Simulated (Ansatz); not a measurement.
Clean, relaxed (100) surface of Ca, space group Fm-3m (No. 225) (top face towards +c; atoms held fixed, by place in the list: 1):

```
Ca
1.0
     3.85702    0.00000    0.00000
     0.00000    3.85702    0.00000
     0.00000    0.00000   22.45465
Ca
3
Cartesian
  1.9285 1.9285 8.5000
  0.0000 0.0000 11.1460
  1.9285 1.9285 13.7935
```

The calculation used DFT PBEsol, scalar-relativistic, plane waves, PAW (Ansatz 0.2.0). Settings: cutoff 420 eV, Γ-centred mesh 8×8×1 on the computed 3-atom cell, Gaussian smearing of 0.10 eV; no spin polarisation. The cell repeats along c with a dipole correction in the vacuum.

With the adsorbate the run is spin-polarised, so any moments that the slab's own atoms take up count into E_ads.

W (atom) is adsorbed on the top face, one adsorbate per 14.9 Å², and relaxed from 3 starting sites (fractions of a and b). E_ads counts from the clean slab and the free adsorbate (spin-polarised where it has unpaired electrons); negative means bound. Heights count from the highest slab atom after relaxation. Δφ is the top face's. Δp counts per cell along +c. Bonded neighbours lie within 1.25 times the sum of covalent radii (1.35 for H) and, on that scale, within 12 % of the closest. With the adsorbate the cell is lengthened along c to keep the vacuum.

```json
{"start": "top (Ca) at (0.50, 0.50)", "ends at": "(0.50, 0.50), 1 bonded neighbour (Ca)", "E_ads (eV)": "-2.07", "height (Å)": "2.95", "shortest contact": "W–Ca 2.95 Å", "Δφ (eV)": "+1.27", "Δp (e·Å)": "-0.100"}
{"start": "hollow (Ca-Ca) at (0.00, 0.00)", "ends at": "(0.00, 0.00), 4 bonded neighbours (Ca)", "E_ads (eV)": "-3.90", "height (Å)": "1.23", "shortest contact": "W–Ca 2.99 Å", "Δφ (eV)": "+1.13", "Δp (e·Å)": "-0.090"}
{"start": "bridge (Ca-Ca) at (0.00, 0.50)", "ends at": "(0.00, 0.50), 2 bonded neighbours (Ca)", "E_ads (eV)": "-2.67", "height (Å)": "2.32", "shortest contact": "W–Ca 3.01 Å", "Δφ (eV)": "+1.17", "Δp (e·Å)": "-0.099"}
```

Among the sites tried, the lowest end comes from the hollow (Ca-Ca) at (0.00, 0.00) start; other sites may lie lower.

Each end is the local minimum or symmetric point that its start leads to. The slab is only 5.5 Å thick, so the energies aren't converged with thickness.

The ends differ in their magnetic moment (4.7, 3.8, 4.2 μB a cell), so part of the order can come from the spin state that each run reached.